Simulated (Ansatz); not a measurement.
Consider the following.

AgI (zinc blende)

```cif
data_AgI
_chemical_formula_sum 'I1 Ag1'
_space_group_name_H-M_alt 'P 1'
_space_group_IT_number 1
_cell_length_a 4.56074
_cell_length_b 4.56074
_cell_length_c 4.56074
_cell_angle_alpha 60.000
_cell_angle_beta 60.000
_cell_angle_gamma 60.000
loop_
_space_group_symop_operation_xyz
  'x, y, z'
loop_
_atom_site_label
_atom_site_type_symbol
_atom_site_fract_x
_atom_site_fract_y
_atom_site_fract_z
_atom_site_occupancy
I1 I 0.75000 0.75000 0.75000 1
Ag1 Ag 0.00000 0.00000 0.00000 1
```

E(V) scan at fixed shape, V₀ the volume above. Symmetry pins the atoms to their sites.

All values below come from PBEsol (plane waves to 420 eV, PAW, scalar-relativistic; Ansatz, a quantum-chemistry and plane-wave program). k mesh 9×9×9 (Γ-centred), Fermi-Dirac smearing 0.05 eV. E stands for the smeared free energy. Stress and pressure are positive under compression. AgI was relaxed with its symmetry unable to fall. Spin-orbit coupling is left out, though I is heavy. The zero of ΔE is the relaxed starting cell.

The scan covers V/V₀ from 0.940 to 1.060 in 9 points.

Question: What is the fitted pressure derivative B₀′?

Answer: 5.4.

Question: What bulk modulus B₀ follows from a third-order Birch-Murnaghan fit?

Answer: 34.2 GPa.

(A scan under strain: stresses follow from slopes of the energy per volume, elastic moduli from its curvatures.)
